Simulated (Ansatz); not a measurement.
NaSnCl3 in the cubic perovskite structure, relaxed with r2SCAN in the PAW code Ansatz: it is cubic, Pm-3m (No. 221); conventional cell a = 5.528 Å, 33.79 Å³ an atom. Na has 12 Cl at 3.91 Å; Sn has 6 Cl at 2.76 Å; Cl has 2 Sn at 2.76 Å and 4 Na at 3.91 Å. The cell was then strained (x, y and z are the cube axes), with the atoms relaxed again; stress is positive in compression. The calculation is spin-unpolarised, and the structure need not be a phase that has been made.

- Uniaxial -2.0 % along x, other directions held: r2SCAN's stress changes by +1.26 GPa along the strain and +0.17 GPa across it.
- Epitaxial strain of +1.5 % in the (001) plane: the free normal strain is -0.44 % and the in-plane stress changes by -0.85 GPa.

(1) Estimate C₁₁, C₁₂ and the bulk modulus from the uniaxial step.

(2) What do the film's normal strain and stress say about the elastic constants?

(3) How much elastic energy does the film store, with 33.79 Å³ an atom?

## Answers

(1) With compression positive, C₁₁ ≈ −Δσ∥/ε = (-1.26)/(-0.0200) = 63 GPa and C₁₂ ≈ (-0.17)/(-0.0200) = 8 GPa; B = (C₁₁ + 2C₁₂)/3 = 27 GPa. A one-sided step carries third-order terms: it reads high by some per cent.

(2) ε⊥/ε∥ = (-0.0044)/(+0.0150) = -0.29, which linear elasticity sets to −2C₁₂/C₁₁ = -0.27 from the uniaxial step. The biaxial modulus is M = −Δσ/ε∥ = 57 GPa (C₁₁ + C₁₂ − 2C₁₂²/C₁₁ = 69 GPa).

(3) u = M ε∥² = −Δσ ε∥ = +0.85 × (+0.0150) = 0.0127 GPa, and 1 GPa Å³ is 6.2415 meV: 2.69 meV an atom.
